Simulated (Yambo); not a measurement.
```xyz
5
Lattice="3.9949 0.0000 0.0000 0.0000 3.9949 0.0000 0.0000 0.0000 3.9949" Properties=species:S:1:pos:R:3 pbc="T T T"
O      0.0000     1.9974     0.0000
O      1.9974     0.0000     0.0000
O      0.0000     0.0000     1.9974
K      1.9974     1.9974     1.9974
Ta     0.0000     0.0000     0.0000
```

KTaO3 (cubic perovskite, space group Pm-3m, No. 221): mean Im ε in 1 eV windows above the direct gap of 4.43 eV, for different electron-hole kernels (Yambo, broadening 0.15 eV, norm-conserving LDA (Quantum ESPRESSO, 84 Ry, without SOC) bands; 8×8×8 mesh, 9 valence and 3 conduction bands, static screening with 41 bands and a 3 Ry block, scissor 1.71 eV, Tamm-Dancoff; field along x).

```csv
window (eV),independent quasiparticles,BSE
4.4 to 5.4,2.7,7.0
5.4 to 6.4,4.9,5.1
6.4 to 7.4,5.5,2.4
7.4 to 8.4,3.8,0.4
```

This run doesn't resolve bound excitons or single peaks, so only averages are given, and they too depend on the mesh; weight that the attraction moves below the gap isn't listed. All transitions below 8.72 eV are in the band window. The scissor comes from a G0W0 run whose convergence isn't established.

Without spin-orbit coupling, band edges of such heavy elements can be off by tenths of an eV. The cell is held in this high symmetry; tilts and polar distortions were not searched.

Geometry of the Materials Project entry, not relaxed at this level.
